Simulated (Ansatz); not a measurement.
# What internal relaxation does to the elastic constants of ZnSe2

Level of theory: DFT LDA, scalar-relativistic, plane waves, PAW in Ansatz. Plane waves to 420 eV; Γ-centred k mesh 6×6×6; fixed occupations. No spin polarisation.

Equilibrium structure at this level:
```
Zn Se
1.0
     6.17263    0.00000    0.00000
     0.00000    6.17263    0.00000
     0.00000    0.00000    6.17263
Zn Se
4 8
Direct
  0.50000 0.50000 0.00000
  0.50000 0.00000 0.50000
  0.00000 0.50000 0.50000
  0.00000 0.00000 0.00000
  0.11063 0.88937 0.38937
  0.88937 0.38937 0.11063
  0.38937 0.11063 0.88937
  0.61063 0.61063 0.61063
  0.88937 0.11063 0.61063
  0.11063 0.61063 0.88937
  0.61063 0.88937 0.11063
  0.38937 0.38937 0.38937
```

Clamped-ion constants (GPa, Voigt order; atoms follow the strain homogeneously):
```
114.5  66.8  66.8   0.0   0.0   0.0
 66.8 114.5  66.8   0.0   0.0   0.0
 66.8  66.8 114.5   0.0   0.0   0.0
  0.0   0.0   0.0  60.7   0.0   0.0
  0.0   0.0   0.0   0.0  60.7   0.0
  0.0   0.0   0.0   0.0   0.0  60.7
```

Task: What are the constants once the atoms relax in each strained cell?

Result:
```
106.2  60.0  60.0   0.0   0.0   0.0
 60.0 106.2  60.0   0.0   0.0   0.0
 60.0  60.0 106.2   0.0   0.0   0.0
  0.0   0.0   0.0  42.1   0.0   0.0
  0.0   0.0   0.0   0.0  42.1   0.0
  0.0   0.0   0.0   0.0   0.0  42.1
```
The Voigt shear modulus goes from 46.0 to 34.5 GPa and the Voigt bulk modulus from 82.7 to 75.4 GPa. Relaxation subtracts ΛᵀK⁻¹Λ/V, with Λ the forces that a strain puts on the atoms and K the zone-centre force constants. At a stable cell this can only lower the diagonal constants, and it acts only for strains that share their symmetry with an optical mode; elsewhere, and where the coupling is weak, the constants hardly move.

Cost: 2 runs of about 66 core-minutes in all, on Intel Xeon Processor @ 2.50GHz (Skylake/Cascade Lake) (shared hosts).